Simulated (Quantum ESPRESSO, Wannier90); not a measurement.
# In2SbAs (R3m), plane waves to Wannier functions

Structure: Materials Project mp-1223844, symmetrised, not relaxed again. Not found in the COD (Crystallography Open Database) copy used; not checked further. Method: PBEsol plane waves in Quantum ESPRESSO 7.5 (PseudoDojo norm-conserving files, 68 Ry, no spin polarisation, no spin-orbit coupling), Bloch states on a 6×6×6 mesh through Γ, Wannier90 4.0.1. Density: 8×8×8 mesh, cold smearing 0.01 Ry. Spin-orbit coupling is left out although heavy elements are present.

On the energy scale of pw.x, whose zero is arbitrary, the Fermi level lies at 6.95 eV.

Input w.win:

```
num_bands = 26
num_wann = 16
exclude_bands = 1-20
num_iter = 1000
conv_tol = 1.0e-6
conv_window = 4
dis_num_iter = 1000
dis_conv_tol = 1.0e-6
dis_froz_max = 8.45
trial_step = 10.0
write_hr = true
write_u_matrices = true
begin projections
f=-0.00243,0.00417,0.01547: s;p
f=-0.50792,-0.49064,0.48624: s;p
f=0.38378,0.36732,-0.12178: s;p
f=-0.11829,-0.12948,0.37001: s;p
end projections
begin unit_cell_cart
ang
   -2.2698350986    3.9314697155    0.0000000000
   -4.5396701971    0.0000000000    0.0000000000
   -2.2698350986    1.3104899052    7.4013700000
end unit_cell_cart
begin atoms_frac
In  -0.0049170000 -0.0049170000  0.0147510000
In  -0.4951400000 -0.4951400000  0.4854200000
Sb   0.3753100000  0.3753100000 -0.1259300000
As  -0.1252670000 -0.1252670000  0.3758010000
end atoms_frac
mp_grid = 6 6 6
begin kpoints
0.0000000000 0.0000000000 0.0000000000
0.0000000000 0.0000000000 0.1666666667
0.0000000000 0.0000000000 0.3333333333
... (213 more lines: the 6x6x6 mesh through Gamma)
end kpoints
```

Input of pw2wannier90.x that gives the overlap and projection files (equivalent; here they were cut from one run over all bands):

```
&inputpp
  outdir = './out'
  prefix = 'pwscf'
  seedname = 'w'
  write_amn = .true.
  write_mmn = .true.
/
```

Output w.wout (banner and timings cut):

```
                                    ------
                                    SYSTEM
                                    ------

                              Lattice Vectors (Ang)
                    a_1    -2.269835   3.931470   0.000000
                    a_2    -4.539670   0.000000   0.000000
                    a_3    -2.269835   1.310490   7.401370

                   Unit Cell Volume:     132.09651  (Ang^3)

                        Reciprocal-Space Vectors (Ang^-1)
                    b_1     0.000000   1.598177  -0.282974
                    b_2    -1.384062  -0.799089  -0.282974
                    b_3     0.000000   0.000000   0.848922

 *----------------------------------------------------------------------------*
 |   Site       Fractional Coordinate          Cartesian Coordinate (Ang)     |
 +----------------------------------------------------------------------------+
 | in   1  -0.00492  -0.00492   0.01475   |   -0.00000   0.00000   0.10918    |
 | in   2  -0.49514  -0.49514   0.48542   |    2.26984  -1.31049   3.59277    |
 | sb   1   0.37531   0.37531  -0.12593   |   -2.26984   1.31049  -0.93205    |
 | as   1  -0.12527  -0.12527   0.37580   |   -0.00000   0.00000   2.78144    |
 *----------------------------------------------------------------------------*
                                ------------
                                K-POINT GRID
                                ------------

             Grid size =  6 x  6 x  6      Total points =  216

 *---------------------------------- MAIN ------------------------------------*
 |  Number of Wannier Functions               :                16             |
 |  Number of Objective Wannier Functions     :                16             |
 |  Number of input Bloch states              :                26             |
 |  Output verbosity (1=low, 5=high)          :                 1             |
 |  Timing Level (1=low, 5=high)              :                 1             |
 |  Optimisation (0=memory, 3=speed)          :                 3             |
 |  Length Unit                               :               Ang             |
 |  Post-processing setup (write *.nnkp)      :                 F             |
 |  Using Gamma-only branch of algorithms     :                 F             |
 *----------------------------------------------------------------------------*
 *------------------------------- WANNIERISE ---------------------------------*
 |  Total number of iterations                :              1000             |
 |  Number of CG steps before reset           :                 5             |
 |  Trial step length for line search         :            10.000             |
 |  Convergence tolerence                     :         0.100E-05             |
 |  Convergence window                        :                 4             |
 |  Iterations between writing output         :                 1             |
 |  Iterations between backing up to disk     :               100             |
 |  Write r^2_nm to file                      :                 F             |
 |  Write xyz WF centres to file              :                 F             |
 |  Write on-site energies <0n|H|0n> to file  :                 F             |
 |  Use guiding centre to control phases      :                 F             |
 |  Use phases for initial projections        :                 F             |
 *----------------------------------------------------------------------------*
 *------------------------------- DISENTANGLE --------------------------------*
 |  Using band disentanglement                :                 T             |
 |  Total number of iterations                :              1000             |
 |  Mixing ratio                              :             0.500             |
 |  Convergence tolerence                     :         1.000E-06             |
 |  Convergence window                        :                 3             |
 *----------------------------------------------------------------------------*
 *-------------------------------- PLOTTING ----------------------------------*
 |  Plotting Hamiltonian in WF basis          :                 T             |
 *----------------------------------------------------------------------------*

 *---------------------------------- K-MESH ----------------------------------*
 +----------------------------------------------------------------------------+
 |                    Distance to Nearest-Neighbour Shells                    |
 |                    ------------------------------------                    |
 |          Shell             Distance (Ang^-1)          Multiplicity         |
 |          -----             -----------------          ------------         |
 |             1                   0.141487                      2            |
 |             2                   0.270506                      6            |
 |             3                   0.282571                      6            |
 |             4                   0.282974                      2            |
 |             5                   0.326401                      6            |
 |             6                   0.355748                      6            |
 |             7                   0.424192                      6            |
 |             8                   0.424461                      2            |
       ... (lines left out)
 +----------------------------------------------------------------------------+
 | The b-vectors are chosen automatically                                     |
 | The following shells are used:                       1,  2                 |
 +----------------------------------------------------------------------------+
 |                        Shell   # Nearest-Neighbours                        |
 |                        -----   --------------------                        |
 |                          1               2                                 |
 |                          2               6                                 |
 +----------------------------------------------------------------------------+
 | Completeness relation is fully satisfied [Eq. (B1), PRB 56, 12847 (1997)]  |
 +----------------------------------------------------------------------------+
 |                  b_k Vectors (Ang^-1) and Weights (Ang^2)                  |
 |                  ----------------------------------------                  |
 |            No.         b_k(x)      b_k(y)      b_k(z)        w_b           |
 |            ---        --------------------------------     --------        |
 |             1         0.000000    0.000000    0.141487    23.410745        |
 |             2         0.000000    0.000000   -0.141487    23.410745        |
 |             3        -0.230677   -0.133181   -0.047162     4.698199        |
 |             4         0.000000    0.266363   -0.047162     4.698199        |
 |             5        -0.230677    0.133181    0.047162     4.698199        |
 |             6         0.230677    0.133181    0.047162     4.698199        |
 |             7         0.000000   -0.266363    0.047162     4.698199        |
 |             8         0.230677   -0.133181   -0.047162     4.698199        |
 +----------------------------------------------------------------------------+
 |                           b_k Directions (Ang^-1)                          |
 |                           -----------------------                          |
 |            No.           x           y           z                         |
 |            ---        --------------------------------                     |
 |             1         0.000000    0.000000    0.141487                     |
 |             2        -0.230677   -0.133181   -0.047162                     |
 |             3         0.000000    0.266363   -0.047162                     |
 |             4        -0.230677    0.133181    0.047162                     |
 +----------------------------------------------------------------------------+

 Starting a new Wannier90 calculation ...

 Reading overlaps from w.mmn

 Reading projections from w.amn

 *------------------------------- DISENTANGLE --------------------------------*
 +----------------------------------------------------------------------------+
 |                              Energy  Windows                               |
 |                              ---------------                               |
 |                   Outer:   -4.25594  to   20.43373  (eV)                   |
 |                   Inner:   -4.25594  to    8.45000  (eV)                   |
 +----------------------------------------------------------------------------+
   Number of target bands to extract:   16

                   Unitarised projection of Wannier functions
                   ------------------------------------------
   A_mn = <psi_m|g_n> --> S = A.A^+ --> U = S^-1/2.A
   In dis_project... done
   Using an inner window (linner = T)
   In dis_proj_froz... done

                   Extraction of optimally-connected subspace
                   ------------------------------------------
 +---------------------------------------------------------------------+<-- DIS
 |  Iter     Omega_I(i-1)      Omega_I(i)      Delta (frac.)           |<-- DIS
 +---------------------------------------------------------------------+<-- DIS
       1      40.75447532      36.24965646       1.243E-01    <-- DIS
       2      37.49173367      34.83240685       7.635E-02    <-- DIS
       3      35.89161676      33.88674662       5.916E-02    <-- DIS
       4      34.65791627      33.14749522       4.557E-02    <-- DIS
       5      33.70740226      32.55063213       3.554E-02    <-- DIS
       6      32.96264965      32.06008543       2.815E-02    <-- DIS
       ... (lines left out)
     101      28.91043789      28.91022696       7.296E-06    <-- DIS
       ... (lines left out)
     125      28.90660885      28.90658000       9.977E-07    <-- DIS
     126      28.90652917      28.90650351       8.875E-07    <-- DIS
     127      28.90645337      28.90643069       7.844E-07    <-- DIS

             <<<      Delta < 1.000E-06  over  3 iterations     >>>
             <<< Disentanglement convergence criteria satisfied >>>

        Final Omega_I    28.90643069 (Ang^2)

 +----------------------------------------------------------------------------+

 Writing checkpoint file w.chk... done

 *------------------------------- WANNIERISE ---------------------------------*
 +--------------------------------------------------------------------+<-- CONV
 | Iter  Delta Spread     RMS Gradient      Spread (Ang^2)            |<-- CONV
 +--------------------------------------------------------------------+<-- CONV

 ------------------------------------------------------------------------------
 Initial State
  WF centre and spread    1  ( -0.047705,  0.007796,  0.113425 )     2.38450582
  WF centre and spread    2  ( -0.001098,  0.000089, -0.137060 )     3.50798330
  WF centre and spread    3  (  0.046968, -0.163136,  0.196774 )     3.40227744
  WF centre and spread    4  ( -0.000653,  0.155774,  0.195353 )     3.43594857
  WF centre and spread    5  (  2.275128, -1.358911,  3.597763 )     2.29948343
  WF centre and spread    6  (  2.270333, -1.311738,  3.379577 )     3.41811839
  WF centre and spread    7  (  2.263695, -1.490791,  3.656681 )     3.35256669
  WF centre and spread    8  (  2.269539, -1.080436,  3.656965 )     3.34817070
  WF centre and spread    9  ( -2.262732,  1.345856, -0.896285 )     1.75853829
  WF centre and spread   10  ( -2.270256,  1.312231, -0.766039 )     2.68304563
  WF centre and spread   11  ( -2.276966,  1.462629, -1.048252 )     2.58799798
  WF centre and spread   12  ( -2.269558,  1.125726, -1.047116 )     2.57135838
  WF centre and spread   13  (  0.015069,  0.017915,  2.728232 )     1.51668718
  WF centre and spread   14  (  0.001012,  0.000150,  2.990021 )     2.13374623
  WF centre and spread   15  ( -0.013234,  0.108287,  2.719854 )     2.10325274
  WF centre and spread   16  (  0.000661, -0.125524,  2.720104 )     2.10532738
  Sum of centres and spreads (  0.000201,  0.005916, 22.059998 )    42.60900817

      0     0.426E+02     0.0000000000       42.6090081104  <-- CONV
        O_D=      0.0836013 O_OD=     13.6189761 O_TOT=     42.6090081 <-- SPRD
 ------------------------------------------------------------------------------
      1    -0.182E+00     0.4678482091       42.4272525426  <-- CONV
        O_D=      0.0805875 O_OD=     13.4402344 O_TOT=     42.4272525 <-- SPRD
      2    -0.257E+00     0.5585369671       42.1699945668  <-- CONV
        O_D=      0.0872790 O_OD=     13.1762849 O_TOT=     42.1699946 <-- SPRD
      3    -0.212E+00     0.5590368521       41.9581646257  <-- CONV
        O_D=      0.0889500 O_OD=     12.9627840 O_TOT=     41.9581646 <-- SPRD
      4    -0.145E+00     0.5016123175       41.8128181346  <-- CONV
        O_D=      0.0868268 O_OD=     12.8195607 O_TOT=     41.8128181 <-- SPRD
      5    -0.766E-01     0.3602996905       41.7361965895  <-- CONV
        O_D=      0.0855902 O_OD=     12.7441757 O_TOT=     41.7361966 <-- SPRD
       ... (lines left out)
    100    -0.505E-02     0.0875215258       33.2182974995  <-- CONV
        O_D=      0.0457201 O_OD=      4.2661468 O_TOT=     33.2182975 <-- SPRD
       ... (lines left out)
    200    -0.340E-04     0.0063834577       33.0739176558  <-- CONV
        O_D=      0.0444750 O_OD=      4.1230119 O_TOT=     33.0739177 <-- SPRD
       ... (lines left out)
    280    -0.694E-06     0.0010136678       33.0729151759  <-- CONV
        O_D=      0.0444686 O_OD=      4.1220158 O_TOT=     33.0729152 <-- SPRD
    281    -0.834E-06     0.0010132407       33.0729143419  <-- CONV
        O_D=      0.0444688 O_OD=      4.1220149 O_TOT=     33.0729143 <-- SPRD
    282    -0.801E-06     0.0015394410       33.0729135414  <-- CONV
        O_D=      0.0444686 O_OD=      4.1220142 O_TOT=     33.0729135 <-- SPRD
             <<<     Delta < 1.000E-06  over  4 iterations     >>>
             <<< Wannierisation convergence criteria satisfied >>>
 Final State
  WF centre and spread    1  ( -0.715149, -0.412249,  0.371756 )     2.35491357
  WF centre and spread    2  ( -0.000638,  0.000405, -0.747938 )     2.38434128
  WF centre and spread    3  (  0.714634, -0.412758,  0.371873 )     2.35422482
  WF centre and spread    4  ( -0.000690,  0.825317,  0.372134 )     2.35487782
  WF centre and spread    5  (  2.967126, -1.713517,  3.849658 )     2.34847487
  WF centre and spread    6  (  2.270445, -1.311291,  2.738445 )     2.38310109
  WF centre and spread    7  (  1.572424, -1.713630,  3.848890 )     2.34823113
  WF centre and spread    8  (  2.269906, -0.505228,  3.848968 )     2.34799640
  WF centre and spread    9  ( -1.650388,  1.668416, -1.192703 )     1.90132329
  WF centre and spread   10  ( -2.270329,  1.311191, -0.182946 )     1.93982262
  WF centre and spread   11  ( -2.889076,  1.668193, -1.193328 )     1.90139083
  WF centre and spread   12  ( -2.269756,  0.595323, -1.192495 )     1.90115677
  WF centre and spread   13  (  0.517377,  0.300507,  2.578178 )     1.63975737
  WF centre and spread   14  (  0.001721, -0.000029,  3.431934 )     1.63412334
  WF centre and spread   15  ( -0.519542,  0.298203,  2.580833 )     1.63961386
  WF centre and spread   16  (  0.000884, -0.598645,  2.579474 )     1.63956454
  Sum of centres and spreads ( -0.001052,  0.000206, 22.062733 )    33.07291360

         Spreads (Ang^2)       Omega I      =    28.906430692
        ================       Omega D      =     0.044468631
                               Omega OD     =     4.122014218
    Final Spread (Ang^2)       Omega Total  =    33.072913541
```
